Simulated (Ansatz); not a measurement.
WS2:
Space group P6₃/mmc (No. 194); a = b = 3.154 Å, c = 12.141 Å, α = β = 90.00°, γ = 120.00°

```csv
atom,site,symmetry,x,y,z
W,2d,-6m2,0.6667,0.3333,0.2500
S,4f,3m.,0.3333,0.6667,0.1203
```

Relaxed at zero pressure with PBE+D3(BJ) in the plane-wave PAW code Ansatz.

**Question.** The volume is lowered by 3 % and shape and atoms relax at that volume. What pressure results, and how do the axes share the change?

**Answer.** 1.8 GPa; a -0.5 %, b -0.5 %, c -2.1 %; the energy rises by 3 meV/atom.

**Question.** Give the new structure.

**Answer.** 
Space group P6₃/mmc (No. 194); a = b = 3.1389 Å, c = 11.8912 Å, α = β = 90.00°, γ = 120.00°

| atom | site | symmetry | x | y | z |
|---|---|---|---|---|---|
| W | 2d | -6m2 | 0.6667 | 0.3333 | 0.2500 |
| S | 4f | 3m. | 0.3333 | 0.6667 | 0.1174 |

The phase is kept; no other phase was compared at this pressure.

Space group P6_3/mmc. Symmetry was held in the PBE+D3(BJ) relaxation; phonons on a q-mesh show no instability. No spin polarisation was allowed. Scalar-relativistic: spin–orbit coupling is off unless named, which matters more the heavier the elements.

Potentials: the later of the program's two PAW sets.
